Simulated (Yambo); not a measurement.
A G0W0@PBEsol run in Yambo for Cs$_{2}$Se (space group R-3m, No. 166) under isotropic strain of -0.7 % on all lattice vectors (2×2×2 Γ-centred k mesh, bands 6 to 267 and a 8 Ry block in the screening, 267 bands in G with the Bruneval-Gonze terminator, plasmon pole fitted at 27.2 eV) gives these matrix elements, in eV, at the band edges (F → Γ):

```json
[
 {"state": "valence edge", "E0": "0.000", "<Vxc>": "-12.417", "<Σx>": "-16.015", "<Σc(E0)>": "1.669", "Z": "0.796"},
 {"state": "conduction edge", "E0": "1.892", "<Vxc>": "-6.188", "<Σx>": "-2.830", "<Σc(E0)>": "-3.149", "Z": "0.849"}
]
```

### Question
Solve the linearised quasiparticle equation for both states, give the gap, and say how exchange and correlation each act on it.

### Answer
E = E0 + Z(Σx + Σc − Vxc). Valence: 0.000 + 0.796 × (-16.015 + (1.669) − (-12.417)) = -1.53 eV. Conduction: 1.892 + 0.849 × (-2.830 + (-3.149) − (-6.188)) = 2.07 eV. The gap is 3.60 eV, against 1.89 eV in PBEsol. Replacing Vxc by bare exchange alone would open it by 6.96 eV; correlation takes back 4.82 eV of that, and Z scales what is left. Convergence of the G0W0 settings was not tested. The k mesh is coarse. Spin-orbit splittings are left out.

The standard potential for Se keeps a d shell in the valence without the s and p states of that shell. In tests on such compounds this moved G0W0 gaps by up to about 0.9 eV, so absolute quasiparticle energies here are unreliable; differences between settings are what counts.

Geometry strained from the cell relaxed with PBEsol, atoms relaxed again; primitive cell a = 5.812 Å, b = 5.812 Å, c = 5.812 Å, α = 60.09°, β = 60.09°, γ = 60.09°.

The structure is a Materials Project entry; no match was found in the copy of COD used, and its stability was not checked.
